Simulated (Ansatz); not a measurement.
MoPt2, in the lowest of the structures calculated here: Immm (No. 71), oI6; a = 2.745 Å, b = 3.933 Å, c = 8.262 Å, α = β = γ = 90.00°; Mo 2a (0.000, 0.000, 0.000); Pt 4i (0.000, 0.000, 0.337). Method: PBEsol (plane waves to 420 eV, PAW, scalar-relativistic; Ansatz, a first-principles code). Element references, the lowest calculated here: Pt (Fm-3m), Mo (Im-3m).

Total energies (eV/atom, σ → 0; comparable only within this code, potentials and settings):

```json
[
 {"phase": "MoPt2 (Immm)", "E (eV/atom)": "-9888.770"},
 {"phase": "Pt (Fm-3m)", "E (eV/atom)": "-12383.821"},
 {"phase": "Mo (Im-3m)", "E (eV/atom)": "-4897.468"},
 {"phase": "MoPt (Pmma)", "E (eV/atom)": "-8641.002"}
]
```

**Question.** What is the formation energy of this Immm form of MoPt2 from the elements?

**Answer.** E_f = -9888.770 − [1 × (-4897.468) + 2 × (-12383.821)] / 3 = -0.40 eV/atom (-1.2 eV per formula unit).

**Question.** Is it stable against the other phases calculated?

**Answer.** Yes: the most favourable decomposition, MoPt2 → MoPt + Pt (Pt Fm-3m, MoPt Pmma), costs 0.16 eV/atom.

**Question.** Over what range of chemical potentials is MoPt2 stable among the phases calculated here? Give the corners of its window as Δμ = μ − μ(element).

**Answer.** 
```
in equilibrium with  Δμ(Mo) (eV)  Δμ(Pt) (eV)
-------------------  -----------  -----------
Pt                         -1.20         0.00
MoPt                       -0.23        -0.48
```

At every corner Σ nΔμ equals the formation energy, about -1.2 eV per formula unit; the corners carry the error of several atoms' energies, a few 0.01 eV.

This is the hull of the energies calculated here, no anion corrections; phases that were not calculated are missing from it. Values are rounded to 0.01 eV/atom. Spin-orbit coupling is missing from these energies, which matters for elements this heavy. The compounds carry no spin polarisation.
